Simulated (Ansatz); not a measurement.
C (graphite) was relaxed and computed twice in Ansatz (plane waves, PAW), once with PBE+D3(BJ) and once with r²SCAN.

```json
[
 {"": "cell", "run 1": "a = 2.465 Å, b = 2.465 Å, c = 6.756 Å, α = 90.00°, β = 90.00°, γ = 120.00°", "run 2": "a = 2.4556 Å, b = 2.4556 Å, c = 7.0792 Å, α = 90.00°, β = 90.00°, γ = 120.00°"}
]
```

Problem. Which run used which functional?

Solution. Run 1 is PBE+D3(BJ), run 2 is r²SCAN.

Weakly bound layers, chains or molecules computed without a dispersion correction, so cells and soft constants are ill determined: C, graphite with r²SCAN. All cells were relaxed under the symmetry of their starts (and spin orders); stability against distortions was not tested throughout.

Potentials: the earlier of the program's two PAW sets.

Ansatz (a program for electronic structure) is a plane-wave DFT program.
